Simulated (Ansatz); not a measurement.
CsPbBr3 (cubic perovskite)

```
CsPbBr3
1.0
    5.93761     0.00000     0.00000
    0.00000     5.93761     0.00000
    0.00000     0.00000     5.93761
Cs Pb Br
1 1 3
Direct
  0.00000   0.00000   0.00000
  0.50000   0.50000   0.50000
  0.00000   0.50000   0.50000
  0.50000   0.50000   0.00000
  0.50000   0.00000   0.50000
```

Two coordinates are scanned: the volume, and the ratio of the stretch along z (the conventional c axis) to the stretch across it. Atoms keep their fractional coordinates.

The numbers are results of r2SCAN (plane waves to 500 eV, PAW, scalar-relativistic; Ansatz, a quantum-chemistry and plane-wave program), not measurements. k mesh 6×6×6 (Γ-centred), Fermi-Dirac smearing 0.05 eV. Energies are smeared free energies. CsPbBr3 was relaxed with its symmetry unable to fall. Spin-orbit coupling is left out, though Pb is heavy. This is a high-temperature form of CsPbBr3. The zero of ΔE is the relaxed starting cell.

Estimate the ΔE (meV/atom) for all points of the grid V/V₀ = 0.960, 0.980, 1.000, 1.020, 1.040 by (c/a)/(c/a)₀ = 0.960, 0.980, 1.000, 1.020, 1.040.

ΔE (meV/atom), with V/V₀ across and (c/a)/(c/a)₀ down:

```csv
(c/a)/(c/a)₀ \ V/V₀,0.960,0.980,1.000,1.020,1.040
0.960,12.2,8.1,6.5,7.2,9.8
0.980,6.6,2.8,1.6,2.5,5.5
1.000,4.8,1.1,0.0,1.1,4.1
1.020,6.4,2.7,1.4,2.4,5.3
1.040,11.1,7.1,5.5,6.2,8.9
```

(A scan under strain: stresses follow from slopes of the energy per volume, elastic moduli from its curvatures.)
